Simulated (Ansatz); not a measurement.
Input and command of a plane-wave DFT calculation in Ansatz:

```yaml
crystal:
  lattice:
    - [-1.8028550865, 1.8028550865, 6.268482567]
    - [1.8028550865, -1.8028550865, 6.268482567]
    - [1.8028550865, 1.8028550865, -6.268482567]
  atoms:
    - { symbol: Li, position: [0.0, 0.0, 0.0] }
    - { symbol: Li, position: [0.75, 0.25, 0.5] }
    - { symbol: Zn, position: [0.4165, 0.4165, 0.0] }
    - { symbol: Zn, position: [0.1665, 0.6665, 0.5] }
    - { symbol: Zn, position: [0.3335, 0.8335, 0.5] }
    - { symbol: Zn, position: [0.5835, 0.5835, 0.0] }
basis:
  ecutwfc: 420
kpoints:
  mp_grid: { grid: [8, 8, 8] }
hamiltonian:
  xc: pbe
scf:
  occupations: { method: gaussian, width: 0.1 }
  lower_state_search: "off"
output:
  forces: true
  stress: true
  eigenvalues: true
```

```bash
ansatz run input.yaml --threads 1 --pin off --max-ram 2560MiB --backend cpu --events-out ev --progress --plain --runs-dir out
```

Processor: Arm Neoverse V1, 1 thread, on a host shared with other jobs.

Estimate time, memory and problem size.

About 9.8 s on 1 thread of Arm Neoverse V1 (shared host), peak memory 0.4 GiB. It solves 33 bands at 59 k points (the mesh reduced by the symmetry that the task leaves, which can be less than the crystal's) with about 1585 plane waves, in 7 SCF iterations.
